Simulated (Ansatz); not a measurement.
A relaxed cell of TiGe4Mo is given with its symmetry left out. The cell was found from a structure generator's guess, not taken from experiment.

All numbers below come from DFT PBE, scalar-relativistic, plane waves, PAW in Ansatz. Cutoff 420 eV, Γ-centred mesh, Gaussian smearing, no spin polarisation.

```cif
data_structure
_symmetry_space_group_name_H-M 'P 1'
_symmetry_Int_Tables_number 1
_cell_length_a 3.3388
_cell_length_b 3.3388
_cell_length_c 8.4968
_cell_angle_alpha 90.000
_cell_angle_beta 90.000
_cell_angle_gamma 90.000
_cell_volume 94.72
loop_
_atom_site_label
_atom_site_type_symbol
_atom_site_fract_x
_atom_site_fract_y
_atom_site_fract_z
_atom_site_occupancy
Ti1 Ti 0.50000 0.50000 0.50000 1
Ge1 Ge 0.00000 0.00000 0.66651 1
Ge2 Ge 0.50000 0.50000 0.15993 1
Ge3 Ge 0.00000 0.00000 0.33349 1
Ge4 Ge 0.50000 0.50000 0.84008 1
Mo1 Mo 0.00000 0.00000 0.00000 1
```

Energies over the elements count from the elements' standard structures at the same level, with no fitted energy shifts.

(1) Find its symmetry and describe it.

(2) What is its formation energy per atom?

(3) Is it a metal?

## Answers

(1) P4/mmm (No. 123). Conventional cell: a = 3.339 Å, c = 8.497 Å. Ti is surrounded by 10 Ge at 2.75–2.89 Å and 4 Ti at 3.34 Å; around Ge on its first site lie 4 Ti at 2.75 Å, 5 Ge at 2.78–2.83 Å, 1 Mo at 2.83 Å and 4 Ge at 3.34 Å; Ge on its second site has 5 Ge at 2.72–2.78 Å, 4 Mo at 2.72 Å, 1 Ti at 2.89 Å and 4 Ge at 3.34 Å; around Mo lie 10 Ge at 2.72–2.83 Å and 4 Mo at 3.34 Å.

(2) −0.22 eV/atom. Whether it is stable depends on the other phases of the system, which aren't compared here.

(3) Yes, bands cross the Fermi level on the 12×12×6 mesh.

The last run used a 12×12×6 mesh (in the run's order of axes) for its 6-atom cell and Gaussian smearing of 0.10 eV. A later test with randomly moved atoms came back to the same energy, though modes that don't fit the test's cell weren't probed.
